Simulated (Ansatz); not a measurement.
Relaxed NiSi₂ (fluorite type, space group Fm-3m):

```yaml
crystal:
  lattice:
    - [0.00000, 2.72203, 2.72203]
    - [2.72203, 0.00000, 2.72203]
    - [2.72203, 2.72203, 0.00000]
  atoms:
    - { symbol: Ni, position: [0.00000, 0.00000, 0.00000] }
    - { symbol: Si, position: [0.25000, 0.25000, 0.25000] }
    - { symbol: Si, position: [0.75000, 0.75000, 0.75000] }
```

Computed with PBE (plane waves to 420 eV, PAW, scalar-relativistic; Ansatz, a program for electronic structure). k mesh 12×12×12 (Γ-centred), Fermi-Dirac smearing 0.05 eV. With partly filled bands, energies and forces of such displacements shift with the k mesh and the smearing. NiSi2 is run without spin polarisation. NiSi2 was relaxed with its symmetry unable to fall. The PAW data are Ansatz's earlier set.

One atom of the cell was then moved (with its periodic images), all else fixed, and the forces (eV/Å) came out as:

| atom | Fx | Fy | Fz |
|---|---|---|---|
| Ni1 | 0.791 | 0.000 | 0.000 |
| Si2 | -1.330 | 0.000 | 0.000 |
| Si3 | 0.539 | 0.000 | 0.000 |

Problem. Which atom was moved, and by which vector (Å)?

Solution. Si2, by (0.18, 0.00, 0.00), 0.18 Å in all.

(A displaced cell: forces are minus the slopes of the energy, force constants its curvatures, and phonons follow from these.)
